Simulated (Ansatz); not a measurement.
TePt:
```
TePt
1.0
    1.99113    -5.39503     0.00000
    1.99113     5.39503     0.00000
    0.00000     0.00000     3.88901
Te Pt
2 2
Direct
  0.64306   0.35694   0.25000
  0.35694   0.64306   0.75000
  0.89003   0.10997   0.25000
  0.10997   0.89003   0.75000
```

Relaxed with r²SCAN.

**Question.** Which orbitals make up the states near the Fermi level in the program Ansatz at the r²SCAN level (PAW)?

**Answer.** Within 0.5 eV of the Fermi level: Te 5p 47 %, Pt 5d 39 %. Projections are on Löwdin-orthogonalised atomic valence shells; empty p or d shells of many metals are not among them.

**Question.** Tabulate the density of states.

**Answer.** States/eV per cell of 4 atoms, in 0.25 eV bins, energy from the Fermi level.

```
E (eV)  total  Pt 5d  Te 5p  Pt 6s
------  -----  -----  -----  -----
-7.85    0.47   0.06   0.26   0.13
-7.60    0.80   0.10   0.44   0.22
-7.35    1.05   0.15   0.59   0.26
-7.10    1.54   0.26   0.87   0.34
-6.85    2.37   0.51   1.36   0.40
-6.60    3.17   0.81   1.85   0.39
-6.35    3.08   0.82   1.92   0.24
-6.10    1.21   0.40   0.65   0.10
-5.85    2.11   0.88   1.05   0.11
-5.60    4.81   2.36   2.18   0.18
-5.35    5.61   2.99   2.36   0.16
-5.10    3.96   2.24   1.53   0.11
-4.85    4.24   2.65   1.46   0.06
-4.60    3.91   2.46   1.27   0.10
-4.35    3.47   2.30   0.98   0.11
-4.10    3.54   2.52   0.84   0.09
-3.85    3.18   2.46   0.57   0.08
-3.60    6.32   5.36   0.65   0.19
-3.35    5.83   4.79   0.72   0.18
-3.10    4.46   3.74   0.47   0.14
-2.85    9.34   8.50   0.46   0.21
-2.60    7.94   7.00   0.50   0.25
-2.35    6.92   5.76   0.63   0.27
-2.10    4.76   3.56   0.64   0.30
-1.85    2.63   1.71   0.53   0.18
-1.60    1.38   0.80   0.42   0.07
-1.35    1.85   1.02   0.61   0.09
-1.10    2.47   1.29   0.86   0.11
-0.85    2.67   1.29   1.01   0.11
-0.60    2.61   1.17   1.07   0.11
-0.35    2.31   0.97   1.00   0.11
-0.10    2.09   0.83   0.97   0.09
0.15     1.92   0.71   0.93   0.09
0.40     1.74   0.60   0.88   0.08
0.65     1.62   0.53   0.87   0.07
0.90     1.67   0.51   0.93   0.07
1.15     1.77   0.52   1.03   0.07
1.40     2.20   0.61   1.35   0.09
1.65     2.29   0.61   1.44   0.11
1.90     1.30   0.35   0.81   0.06
2.15     2.27   0.50   1.04   0.57
2.40     1.84   0.32   0.74   0.60
2.65     1.46   0.15   0.51   0.59
2.90     1.52   0.13   0.50   0.62
3.15     1.68   0.14   0.54   0.63
3.40     1.80   0.14   0.57   0.62
3.65     1.80   0.14   0.57   0.56
3.90     1.31   0.09   0.38   0.40
4.15     1.33   0.08   0.35   0.38
4.40     1.52   0.08   0.37   0.42
4.65     0.68   0.04   0.16   0.21
```

Space group Cmcm. The start of the workflow was typed in or built on a structure type; neither database checked (COD, Materials Project) lists it. COD files the formula under space group No. 166, 194, so this cell is another polymorph or a model. Its standing as an ambient phase is unchecked. The r²SCAN relaxation kept the symmetry of its start; whether a distortion lowers the energy is not shown. The run is not spin-polarised. Scalar-relativistic: spin–orbit coupling is off unless named, which matters more the heavier the elements.

Potentials: the earlier of the program's two PAW sets.
